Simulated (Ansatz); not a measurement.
ScGa in space group Cmcm (No. 63; Sc on 4c, Ga on 4c), r²SCAN (plane waves, PAW; program Ansatz), all energies at zero smearing, with the estimated change up to a 700 eV cutoff added, with one set of potentials and settings (totals compare only within such a set). Cell of 4 atoms (2 Sc, 2 Ga): -11864.496 eV.

```json
[
 {"element": "Sc", "reference phase": "P6_3/mmc, 2 atoms in the cell", "E (eV/atom)": "-2140.5738"},
 {"element": "Ga", "reference phase": "Cmce, 4 atoms in the cell", "E (eV/atom)": "-3790.2689"}
]
```

Formation energy per atom, worked out: (-11864.496 − 2×(-2140.5738) − 2×(-3790.2689))/4 = -0.703 eV/atom (-68 kJ per mol of atoms), at 0 K, without zero-point energy or fitted corrections.

The workflow started from a Materials Project entry (that database holds measured and hypothetical structures alike); the Crystallography Open Database files this formula in space group No. 63, but the cells were not matched. Whether it is the stable phase at ambient conditions was not checked. The r²SCAN relaxation kept the symmetry of its start; its stability against distortions is not shown here. No spin polarisation was allowed. The references are the lowest solids computed at this level, not always the standard phases.

Potentials: the later of the program's two PAW sets.
